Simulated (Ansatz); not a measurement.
LiCl:
```
LiCl
1.0
    0.00000     2.53188     2.53188
    2.53188     0.00000     2.53188
    2.53188     2.53188     0.00000
Li Cl
1 1
Direct
  0.00000   0.00000   0.00000
  0.50000   0.50000   0.50000
```

Relaxed with PBEsol. Special points in fractions of this cell's reciprocal vectors: Γ (0.000, 0.000, 0.000); X (0.500, 0.000, 0.500); U (0.625, 0.250, 0.625); K (0.375, 0.375, 0.750); L (0.500, 0.500, 0.500); W (0.500, 0.250, 0.750).

Question: List the band energies nearest the valence-band maximum at these points for PBEsol (plane waves, PAW; program Ansatz).

Answer: In eV from the valence-band maximum; about four levels below and three above (degenerate sets whole), none deeper than 8.9 eV; points with the same levels are listed once.

| k | below | above |
|---|---|---|
| Γ | 0.00 0.00 0.00 | 6.35 11.67 11.67 11.67 |
| X | -3.14 -1.20 -1.20 | 7.78 7.97 12.60 |
| U | -2.70 -1.94 -0.91 | 7.91 9.84 11.47 |
| L | -3.04 -0.28 -0.28 | 6.58 9.33 9.33 |
| W | -2.32 -2.32 -1.15 | 9.52 10.07 10.33 10.33 |

Space group Fm-3m (rock salt). The PBEsol relaxation kept the symmetry of its start.

Potentials: the later of the program's two PAW sets.
